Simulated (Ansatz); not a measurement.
## Surface calculation: fcc Al (111), 3 layers

The slab is cut from the fcc crystal, the stable phase, as relaxed on PAW files (16.50 Å³/atom), with 16 Å of vacuum and a dipole correction:

```yaml
crystal:
  lattice:
    - [2.85749, 0.00000, 0.00000]
    - [-1.42874, 2.47465, 0.00000]
    - [0.00000, 0.00000, 20.66630]
  atoms:
    - { symbol: Al, position: [0.16667, 0.33333, 0.38710] }
    - { symbol: Al, position: [0.50000, 0.00000, 0.50000] }
    - { symbol: Al, position: [0.83333, 0.66667, 0.61290] }
```

Computed with Ansatz 0.2.0; functional PBE, scalar-relativistic. Settings: a Γ-centred 16×16×1 k mesh, Fermi–Dirac smearing of 0.08 eV, no spin polarisation. Methods: LAPW: all electrons, basis error target 1 meV/atom; PAW: frozen-core files, cutoff 420 eV.

The bulk energy comes from a cell in the slab's orientation on a 16×16×6 mesh. The surface energy is (E(slab) − N·E(bulk))/2A at zero smearing, the mean of both faces; thin slabs carry quantum-size effects.

As cut, the LAPW slab lies 0.702 eV above 3 atoms of bulk. What surface energy is that?

Over two faces of 7.07 Å² it is 49.6 meV/Å², and times 16.02 J/m² per eV/Å² that gives γ = 0.795 J/m².

What do relaxation and the other method give, and what work function comes out?



| method | γ as cut (J/m²) | γ relaxed (J/m²) | Φ as cut (eV) | Φ relaxed (eV) |
| --- | --- | --- | --- | --- |
| LAPW | 0.795 | 0.794 | 3.89 | 3.91 |
| PAW | 0.796 | 0.795 | 3.89 | 3.91 |

How do the spacings between the planes relax?

From the bottom face up: d12 -0.7 % of 2.333 Å, d23 -0.7 % of 2.333 Å.

A field of 0.1 V/Å is applied along the normal, atoms held. What follows?

LAPW finds an induced dipole of 0.0311 e·Å a cell (PAW 0.0311), that is 7.96 Å for 4πα over the area, against 4.63 Å between the outer atoms.

A 2p core hole is made on one atom of each kind in every 1×1 cell (PAW hole dataset, neutral cell, valence without spin). What does it cost by layer?

layer 1 73.05 eV, layer 2 72.97 eV. Shifts between layers mean more than the absolute values, and a whole layer of holes screens otherwise than one hole.
